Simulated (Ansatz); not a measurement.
**AlN: from a starting cell to a relaxed one**

The start is a generated cell, AlN placed in the 6H structure type. A full variable-cell relaxation at zero pressure is run with PBE (plane waves to 420 eV, PAW, scalar-relativistic; Ansatz, a quantum-chemistry and plane-wave program). The first steps use a coarse 7×7×2 k-mesh.

Input geometry:
```yaml
crystal:
  lattice:
    - [3.14852, 0.00000, 0.00000]
    - [-1.57426, 2.72670, 0.00000]
    - [0.00000, 0.00000, 15.44964]
  atoms:
    - { symbol: Al, position: [0.00000, 0.00000, 0.00000] }
    - { symbol: Al, position: [0.00000, 0.00000, 0.50000] }
    - { symbol: Al, position: [0.66667, 0.33333, 0.83325] }
    - { symbol: Al, position: [0.33333, 0.66667, 0.33325] }
    - { symbol: Al, position: [0.66667, 0.33333, 0.16650] }
    - { symbol: Al, position: [0.33333, 0.66667, 0.66650] }
    - { symbol: N, position: [0.00000, 0.00000, 0.87460] }
    - { symbol: N, position: [0.00000, 0.00000, 0.37460] }
    - { symbol: N, position: [0.66667, 0.33333, 0.70785] }
    - { symbol: N, position: [0.33333, 0.66667, 0.20785] }
    - { symbol: N, position: [0.66667, 0.33333, 0.04150] }
    - { symbol: N, position: [0.33333, 0.66667, 0.54150] }
```

### Question
How much energy is released per atom?

### Answer
9 meV/atom.

### Question
How does the volume change?

### Answer
-3.5 %, from 11.05 to 10.66 Å³/atom.

### Question
How do the shortest distances between atoms change?

### Answer
The closest pairs of elements (up to four, under 3.6 Å), start → end: Al–N 1.93 → 1.90 Å; Al–Al 3.15 → 3.10 Å; N–N 3.15 → 3.10 Å.

### Question
What does it relax into? Give the structure.

### Answer

Space group P6₃mc (No. 186); a = b = 3.1182 Å, c = 15.1982 Å, α = β = 90.00°, γ = 120.00°

```
atom  site  symmetry       x       y       z
----  ----  --------  ------  ------  ------
Al      2a       3m.  0.0000  0.0000  0.4996
Al      2b       3m.  0.3333  0.6667  0.3339
Al      2b       3m.  0.3333  0.6667  0.6667
N       2a       3m.  0.0000  0.0000  0.3745
N       2b       3m.  0.3333  0.6667  0.2080
N       2b       3m.  0.6667  0.3333  0.0409
```

The space group stays P6₃mc (No. 186) (the run could not lower it); the end is AFLOW prototype AB_hP12_186_a2b_a2b (B6, as in SiC), with 12 atoms in the primitive cell. Final values are on a 10×10×2 k-mesh of the relaxed cell. No spin polarisation in the result.

The run could not lose the symmetry of its start; a randomly shaken copy of 12 atoms returns to this structure.

The first start was generated by placing the elements on the sites of a structure type. A measured structure of AlN has the same space group, P6₃mc (No. 186); the sites were not compared with it.
